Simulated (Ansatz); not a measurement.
GeSbTe₃:
```yaml
crystal:
  lattice:
    - [2.02796, 1.17084, 9.88231]
    - [-2.02796, 1.17084, 9.88231]
    - [0.00000, -2.34168, 9.88231]
  atoms:
    - { symbol: Ge, position: [0.59912, 0.59912, 0.59912] }
    - { symbol: Sb, position: [0.39691, 0.39691, 0.39691] }
    - { symbol: Te, position: [0.99736, 0.99736, 0.99736] }
    - { symbol: Te, position: [0.79183, 0.79183, 0.79183] }
    - { symbol: Te, position: [0.21476, 0.21476, 0.21476] }
```

Relaxed with LDA. Special points in fractions of this cell's reciprocal vectors: Γ (0.000, 0.000, 0.000); T (0.500, 0.500, 0.500); H2 (0.824, 0.176, 0.500); H0 (0.500, -0.176, 0.176); L (0.500, 0.000, 0.000); S0 (0.338, -0.338, 0.000); S2 (0.662, 0.000, 0.338); F (0.500, 0.000, 0.500).

### Question
List the band energies nearest the Fermi level at these points for LDA (plane waves, PAW; program Ansatz).

### Answer
In eV from the Fermi level; about four levels below and three above (degenerate sets whole), none deeper than 8.9 eV; points with the same levels are listed once.

```csv
k,below,above
Γ,-1.15 -1.15 -0.46 -0.46,0.95 1.23 1.23
T,-0.95 -0.95 -0.71 -0.71 -0.25,0.47 1.60 1.60
H2,-2.54 -1.85 -0.77 -0.34,1.65 1.87 3.14
L,-2.99 -2.70 -2.48 -0.70,0.12 1.19 1.54
S0,-2.90 -1.60 -1.07 -0.24,1.45 2.48 2.72
F,-1.66 -1.44 -1.35 -0.72,0.98 1.89 2.45
```

Space group R3m. The first step of the workflow began from a Materials Project structure, measured or hypothetical; the Crystallography Open Database copy checked does not list it. Its standing as an ambient phase is unchecked. Symmetry was held in the LDA relaxation; its stability against distortions is not shown here. A crystal of weakly bound layers computed without a dispersion correction: the cell and the soft elastic constants depend strongly on that. With an odd number of electrons in the cell and no spin polarisation, the count alone makes it a metal. Scalar-relativistic: spin–orbit coupling is off unless named, which matters more the heavier the elements.

Potentials: the later of the program's two PAW sets.
